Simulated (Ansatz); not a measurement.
Start of a relaxation of YRuC6N6:

```cif
data_structure
_symmetry_space_group_name_H-M 'P 1'
_symmetry_Int_Tables_number 1
_cell_length_a 7.4614
_cell_length_b 7.4614
_cell_length_c 7.4614
_cell_angle_alpha 60.000
_cell_angle_beta 60.000
_cell_angle_gamma 60.000
_cell_volume 293.73
loop_
_atom_site_label
_atom_site_type_symbol
_atom_site_fract_x
_atom_site_fract_y
_atom_site_fract_z
_atom_site_occupancy
Y1 Y 0.50000 0.50000 0.50000 1
Ru1 Ru 0.00000 0.00000 0.00000 1
C1 C 0.82032 0.17968 0.17968 1
C2 C 0.17968 0.82032 0.17968 1
C3 C 0.17968 0.17968 0.82032 1
C4 C 0.17968 0.82032 0.82032 1
C5 C 0.82032 0.17968 0.82032 1
C6 C 0.82032 0.82032 0.17968 1
N1 N 0.70944 0.29056 0.29056 1
N2 N 0.29056 0.70944 0.29056 1
N3 N 0.29056 0.29056 0.70944 1
N4 N 0.29056 0.70944 0.70944 1
N5 N 0.70944 0.29056 0.70944 1
N6 N 0.70944 0.70944 0.29056 1
```

These are results of DFT PBE, scalar-relativistic, plane waves, PAW in Ansatz, not measurements. Cutoff 420 eV, Gaussian smearing, Γ-centred meshes. Cell and atoms relax first on a coarse mesh and then on a finer one. In between, the cell is made exact in the group found at 0.06 Å. In metals the finer mesh still leaves noise of several meV/atom or more. The steps can't lower the symmetry of their start. Collinear spin, starting moments Ru 1.0 μB.

A guess keeps its type if space group and coordination stay and the shape of the cell changes little (axis ratios within about 15 %, angles within 6°); the volume may change.

Q: Does this structure survive the relaxation?

A: It keeps its type. The symmetry stays Fm-3m (No. 225). The volume per atom grows by 17.1 %, from 21.0 to 24.6 Å³. The shortest distance stays 1.17 Å (C–N). Counting neighbours within 15 % of an atom's shortest distance, the start has C 1, N 1, Ru 6, Y 6 and the end C 1, N 1, Ru 6, Y 6.

The zero of energy is the elements' standard structures at the same level (N₂ as a molecule); no fitted shifts are applied.

Q: At what energy does it end?

A: −0.04 eV/atom. Whether it is stable depends on the other phases of the system, which aren't compared here.

The last run used collinear spin, a 6×6×6 mesh for its 14-atom cell and Gaussian smearing of 0.10 eV. For metals, differences of a few meV/atom aren't resolved. The reference form of C is held partly by dispersion forces, which this level lacks. The magnetic state reached may not be the lowest. Symmetry constrained the relaxation, so the result can be a saddle point.
